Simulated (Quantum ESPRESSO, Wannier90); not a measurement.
## Wannier functions of HfN (rock salt)

```
HfN
1.0
    0.00000     2.25586     2.25586
    2.25586     0.00000     2.25586
    2.25586     2.25586     0.00000
Hf N
1 1
Cartesian
  0.00000   0.00000   0.00000
  2.25586   2.25586   2.25586
```

Materials Project entry mp-2828; symmetrised, unrelaxed at this level. COD (Crystallography Open Database) has an entry of this formula and space group (matched by these alone). Computed values, not measurements, from PBEsol: Quantum ESPRESSO (norm-conserving PseudoDojo potentials, cutoff 68 Ry, no spin polarisation, no spin-orbit coupling) on a Γ-centred 12×12×12 mesh, then Wannier90. Density: 12×12×12 mesh, cold smearing 0.01 Ry. Spin-orbit coupling is left out although heavy elements are present.

Base run: 8 functions from bands 6-22 of the 22 computed, start hydrogen-like Hf: d; N: p, frozen window up to 1.50 eV relative to the Fermi level, outer window open. One thing is changed at a time; window edges are relative to the Fermi level. The misfit compares interpolated bands with pw.x on a high-symmetry path, for states up to 1.0 eV relative to the Fermi level. Converged means that the tolerances were met: symmetric starts can stop on a saddle, which shows as a larger Ω_OD at equal Ω_I and can move the misfit too.

Q: Which of these settings interpolates worst among those that finish?
(A) outer window to 10.92 eV
(B) no frozen window
(C) base
(D) frozen window to -0.50 eV

A: B, no frozen window. The whole sweep:

| setting | functions | frozen to (eV) | Ω_I (Å²) | Ω_D (Å²) | Ω_OD (Å²) | rms misfit (meV) | worst (meV) | ended |
|---|---|---|---|---|---|---|---|---|
| base | 8 | 1.50 | 10.88 | 0.00 | 0.38 | 2.8 | 18 | converged |
| frozen window to 2.50 eV | 8 | 2.50 | – | – | – | – | – | stops: too many frozen states |
| frozen window to -0.50 eV | 8 | -0.50 | 9.88 | 0.00 | 0.23 | 158 | 1087 | converged |
| frozen window to 5.50 eV | 8 | 5.50 | – | – | – | – | – | stops: too many frozen states |
| no frozen window | 8 | none | 7.49 | 0.00 | 0.06 | 2348 | 4538 | converged |
| outer window to 7.92 eV | 8 | 1.50 | – | – | – | – | – | stops: too few bands in the window |
| outer window to 10.92 eV | 8 | 1.50 | 12.39 | 0.00 | 0.50 | 1.7 | 9.0 | converged |
